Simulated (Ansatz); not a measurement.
Space group Cmcm (No. 63). a = 2.738 Å, b = 7.905 Å, c = 3.314 Å, α = 90.00°, β = 90.00°, γ = 90.00°
| atom | site | symmetry | x | y | z |
| --- | --- | --- | --- | --- | --- |
| Ga | 4c | m2m | 0.5000 | 0.6339 | 0.2500 |

Equation of state of this Ga structure (not necessarily the ground state), with shape and atoms relaxed at each volume where symmetry leaves them free. It has no gap at any of these volumes. All numbers below come from DFT PBEsol, scalar-relativistic, plane waves, PAW (Ansatz).

Cutoff 420 eV; k points 16×16×14 on the computed 2-atom cell (Γ-centred); Gaussian smearing, width 0.10 eV; no spin polarisation.

```csv
V (Å³/atom),E − E(largest V) (meV/atom),P (GPa)
16.855,3.08,4.51
17.393,-7.74,2.05
17.931,-11.02,0.01
18.469,-8.06,-1.69
19.007,0.00,-3.09
```

Task: Fit a third-order Birch–Murnaghan equation to E(V).

Result: V0 = 17.93 Å³/atom, B0 = 62 GPa, B0' = 5.5.

This form isn't the element's structure at ambient conditions.